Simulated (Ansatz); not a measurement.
**As: computed DOS**

```
As
1.0
     1.82594   -5.69340    0.00000
     1.82594    5.69340    0.00000
     0.00000    0.00000    4.73987
As
4
Direct
  0.10456 0.89544 0.07354
  0.89544 0.10456 0.92646
  0.39544 0.60456 0.57354
  0.60456 0.39544 0.42646
```

The cell is the one relaxed in the Materials Project (mp-158), not relaxed further here; entries there can be hypothetical.

All numbers below come from DFT, PBEsol, all-electron LAPW, scalar-relativistic (Ansatz 0.2.0).

Settings: a Γ-centred 11×11×8 k mesh, Fermi–Dirac smearing of 0.08 eV, basis error target 1 meV/atom, no spin polarisation.

States per eV and cell, averaged over 0.4 eV, from -9.8 to 5.6 eV, with energies (bin centres) from the Fermi level; empty bins are left out. 

| E (eV) | total |
| --- | --- |
| -9.7 | 2.53 |
| -9.3 | 1.23 |
| -8.9 | 0.92 |
| -8.5 | 0.75 |
| -8.1 | 0.62 |
| -7.7 | 0.52 |
| -7.3 | 0.43 |
| -6.9 | 0.35 |
| -6.5 | 0.09 |
| -5.7 | 0.11 |
| -5.3 | 1.66 |
| -4.9 | 2.34 |
| -4.5 | 2.75 |
| -4.1 | 2.63 |
| -3.7 | 2.01 |
| -3.3 | 2.83 |
| -2.9 | 2.77 |
| -2.5 | 2.30 |
| -2.1 | 2.67 |
| -1.7 | 3.54 |
| -1.3 | 2.48 |
| -0.9 | 1.36 |
| -0.5 | 0.50 |
| -0.1 | 0.05 |
| 0.3 | 0.47 |
| 0.7 | 1.17 |
| 1.1 | 2.07 |
| 1.5 | 2.75 |
| 1.9 | 3.30 |
| 2.3 | 3.40 |
| 2.7 | 3.56 |
| 3.1 | 2.85 |
| 3.5 | 2.73 |
| 3.9 | 2.38 |
| 4.3 | 1.97 |
| 4.7 | 1.66 |
| 5.1 | 1.14 |
| 5.5 | 0.69 |
